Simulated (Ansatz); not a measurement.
YTl, DFT, LDA, all-electron LAPW, scalar-relativistic (Ansatz 0.2.0), run on 1 thread of Arm Neoverse V2 on a shared host.

The cell comes from COD entry 1527195, which wasn't checked; take it as a given geometry. The listed cell was then made from it by scaling, straining or moving an atom.

Command: `ansatz run input.yaml --threads 1 --pin off --max-ram 3072MiB --backend cpu --events-out ev --progress --plain --runs-dir out`

```yaml
crystal:
  lattice:
    - [3.8003609237, 0.0, 0.0]
    - [0.0, 3.8003609237, 0.0]
    - [0.0, 0.0, 3.8003609237]
  atoms:
    - { symbol: "Y", position: [0.5, 0.5, 0.5] }
    - { symbol: Tl, position: [0.0, 0.0, 0.0] }
kpoints:
  mp_grid: { grid: [11, 11, 11] }
  band_path:
    path:
      - [0.0, 0.0, 0.0]
      - [0.0, 0.5, 0.0]
      - [0.5, 0.5, 0.0]
      - [0.0, 0.0, 0.0]
      - [0.5, 0.5, 0.5]
      - [0.0, 0.5, 0.0]
      - [0.5, 0.5, 0.5]
      - [0.5, 0.5, 0.0]
    npoints: 5
scf:
  occupations: { method: fermi_dirac, width: 0.08 }
hamiltonian:
  xc: lda
  pseudopotentials: { kind: all_electron, lapw: { basis_error: 0.00025 } }
output:
  forces: true
  stress: true
  eigenvalues: true
```

(1) How large is the problem that the program sets up?

(2) Estimate the wall time and the peak memory.

## Answers

(1) 56 irreducible k-points, 341 plane waves at Γ, 38 bands.

(2) 26 s of wall time for 10 SCF iterations, with a peak of 0.41 GiB. Times on shared machines scatter by tens of per cent.
